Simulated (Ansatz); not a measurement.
This Al3InAs4 structure is the end of a relaxation. The cell was found from a structure generator's guess, not taken from experiment.

Method: Ansatz, DFT PBE, scalar-relativistic, plane waves, PAW. Cutoff 420 eV, Γ-centred mesh, Gaussian smearing, no spin polarisation.

```
Al In As
1.0
    -2.91865    2.91865    5.82845
     2.91865   -2.91865    5.82845
     2.91865    2.91865   -5.82845
Al In As
3 1 4
Direct
  0.75000 0.25000 0.50000
  0.50000 0.50000 0.00000
  0.25000 0.75000 0.50000
  0.00000 0.00000 0.00000
  0.86706 0.39400 0.00000
  0.60600 0.60600 0.47305
  0.39400 0.86706 0.00000
  0.13294 0.13294 0.52695
```

Formation energies are uncorrected and refer to the elements' standard structures at the same level.

Question: What space group does it have?

Answer: I-42m (No. 121), with Al and In ordered on zinc blende sites. Conventional cell: a = 5.837 Å, c = 11.657 Å. Al on a site of symmetry -4 is surrounded by 4 As at 2.49 Å; Al on a site of symmetry -42m has 4 As at 2.48 Å; around In lie 4 As at 2.65 Å; As is surrounded by 3 Al at 2.48–2.49 Å and 1 In at 2.65 Å.

Question: How far does it lie from the elements in energy?

Answer: −0.421 eV/atom. Whether it is stable depends on the other phases of the system, which aren't compared here.

Question: Is it a metal?

Answer: No, the gap on the 8×8×8 mesh is 1.15 eV.

The last run used an 8×8×8 mesh for its 8-atom cell and Gaussian smearing of 0.02 eV. Kohn–Sham gaps at this level usually fall short of measured ones. The reference form of As is held partly by dispersion forces, which this level lacks. A structure relaxed within its symmetry needn't be a true minimum.
